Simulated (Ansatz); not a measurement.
AgCl (rock salt)

```
AgCl
1.0
    0.00000     5.54504     5.54504
    2.77252     0.00000     2.77252
    2.77252     2.77252     0.00000
Cl Ag
2 2
Direct
  0.00000   0.00000   0.00000
  0.50000   0.00000   0.00000
  0.25000   0.50000   0.50000
  0.75000   0.50000   0.50000
```

The atoms are displaced by Q × the pattern below (from a DFPT mode at L = (0.5, 0.0, 0.0), largest move 1; Q in Å), at fixed cell. (q is in reciprocal vectors of the primitive cell; the cell shown is doubled to hold the pattern.)

```tsv
atom	x	y	z
Cl1	-0.577	0.577	0.577
Cl2	0.577	-0.577	-0.577
```

Atoms not listed stay in place.

Method: r2SCAN (plane waves to 500 eV, PAW, scalar-relativistic; Ansatz, a program for electronic structure). k mesh 5×10×10 (Γ-centred), Fermi-Dirac smearing 0.05 eV. Energies are smeared free energies. AgCl was relaxed with its symmetry unable to fall. ΔE is measured from the undisplaced structure.

```json
[
 {"Q (Å)": "-0.1000", "ΔE (meV/cell)": "50.3"},
 {"Q (Å)": "-0.0833", "ΔE (meV/cell)": "34.9"},
 {"Q (Å)": "-0.0667", "ΔE (meV/cell)": "22.3"},
 {"Q (Å)": "-0.0500", "ΔE (meV/cell)": "withheld"},
 {"Q (Å)": "-0.0333", "ΔE (meV/cell)": "5.6"},
 {"Q (Å)": "-0.0167", "ΔE (meV/cell)": "1.4"},
 {"Q (Å)": "0.0000", "ΔE (meV/cell)": "0.0"},
 {"Q (Å)": "0.0167", "ΔE (meV/cell)": "1.4"},
 {"Q (Å)": "0.0333", "ΔE (meV/cell)": "5.6"},
 {"Q (Å)": "0.0500", "ΔE (meV/cell)": "withheld"},
 {"Q (Å)": "0.0667", "ΔE (meV/cell)": "22.3"},
 {"Q (Å)": "0.0833", "ΔE (meV/cell)": "34.9"},
 {"Q (Å)": "0.1000", "ΔE (meV/cell)": "50.3"}
]
```

Question: Fit an even polynomial form (powers 2, 4) to the given rows and predict ΔE at Q = 0.0500.

Answer: Least squares on the 11 given rows: ΔE = (5014)·Q² + (1661)·Q⁴, in meV/cell with Q in Å; root-mean-square residual 0.03 meV/cell. At 0.0500 the fit gives 12.5 meV/cell; the calculation gives 12.5 meV/cell, the same to the digits shown. The quadratic term alone would give 12.5 meV/cell.

(For displaced atoms, the force is minus the slope of the energy, and its curvature is a force constant, which sets phonon frequencies.)
